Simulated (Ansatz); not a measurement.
Polymorphs of GaPt3, each relaxed with the program Ansatz at the r²SCAN level (PAW):

A: I4/mcm
a = 5.497 Å, b = 5.497 Å, c = 7.928 Å, α = 90.00°, β = 90.00°, γ = 90.00°

| atom | site | symmetry | x | y | z |
|---|---|---|---|---|---|
| Ga | 4b | -42m | 0.0000 | 0.5000 | 0.2500 |
| Pt | 8h | m.2m | 0.2064 | 0.2936 | 0.0000 |
| Pt | 4a | 422 | 0.0000 | 0.0000 | 0.2500 |

B: Cu3Au type (Pm-3m)
a = 3.908 Å, b = 3.908 Å, c = 3.908 Å, α = 90.00°, β = 90.00°, γ = 90.00°

```csv
atom,site,symmetry,x,y,z
Ga,1a,m-3m,0.0000,0.0000,0.0000
Pt,3c,4/mm.m,0.0000,0.5000,0.5000
```

Order them by energy per atom at 0 K (lowest first) at the level r²SCAN.

A (+0 meV/atom), B (+19 meV/atom)

Standing as an ambient phase not checked: A; B. All cells were relaxed under the symmetry of their starts (and spin orders); stability against distortions was not tested throughout. Rows with no word on spin ran without spin polarisation. Spin–orbit coupling is left out wherever it is not named.

Energies hold the estimated change up to a 700 eV cutoff; steps of a few meV lie near the error of the meshes.

Potentials: the later of the program's two PAW sets.
